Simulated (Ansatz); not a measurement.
# CsEu (P-6m2): spiral energies by the generalised Bloch theorem

```
CELL_PARAMETERS angstrom
4.46442 0.00000 0.00000
-2.23221 3.86630 0.00000
0.00000 0.00000 8.00863
ATOMIC_POSITIONS crystal
Cs 0.00000 0.00000 0.50000
Eu 0.66667 0.33333 0.00000
```

Geometry: a structure from the Materials Project; nothing is relaxed.

Settings: LDA, 12×12×5 k mesh, Fermi–Dirac smearing of 0.05 eV. PAW means Ansatz 0.2.0 on its default frozen-core files; LAPW is all-electron LAPW in Ansatz 0.2.0. Site moments are integrated in spheres about the atoms, whose radii differ between the methods. Start moments of the first PAW run (μB): Eu2 7.2.

Flat spirals without spin–orbit coupling: moments start in the xy plane and turn about z by q·R from cell to cell, and their directions inside a cell are free. q runs from Γ to M = (0.500, 0.000, 0.000) in reciprocal cell vectors. Energies count from each method's run at q = 0. Each q is a vector of the k mesh, and the mesh is shifted by q/2 where needed, so that both spin components are sampled on the same points as at q = 0.

| fraction of Γ–M | q (1/Å) | ΔF PAW (meV/cell) | ΔF LAPW (meV/cell) | largest moment, PAW (μB) |
| --- | --- | --- | --- | --- |
| 0.000 | 0.000 | 0.0 | 0.0 | 7.18 |
| 0.167 | 0.135 | ? | – | 7.18 |
| 0.333 | 0.271 | ? | – | 7.18 |
| 0.500 | 0.406 | +3.5 | +3.3 | 7.16 |
| 0.667 | 0.542 | +7.8 | – | 7.14 |
| 0.833 | 0.677 | +11.4 | +11.1 | 7.12 |
| 1.000 | 0.813 | +13.0 | – | 7.11 |

Task: Give the missing entry: row "0.167", column "ΔF PAW (meV/cell)".

Result: -1.5.

Task: Give the missing entry: row "0.333", column "ΔF PAW (meV/cell)".

Result: -0.6.

The lowest point lies at 0.167 of the way, 1.5 meV/cell under q = 0, which this mesh may not resolve.

Task: A further pair of PAW runs: cone of 30 degrees at 0.5 of the way from Γ to M (directions held, energy taken at the target), against the same at q = 0. What is the energy difference?

Result: +1.2 meV/cell, with a largest moment of 7.17 μB.

The PAW files were made with PBE; the program remakes their cores once for the run's functional and then keeps them frozen. Without U a semilocal functional puts the f levels too near the Fermi level, which can change moments and the order of magnetic states; site and cell moments are spin moments. Spin–orbit coupling is left out although heavy atoms are present. In at least one run the program's final test of stability wasn't made or came to no verdict. With open f shells a run can end in a state that isn't the lowest. The magnetic state is the one that this cell and start allow. It needn't be the compound's measured order, which may need a larger cell or be absent.
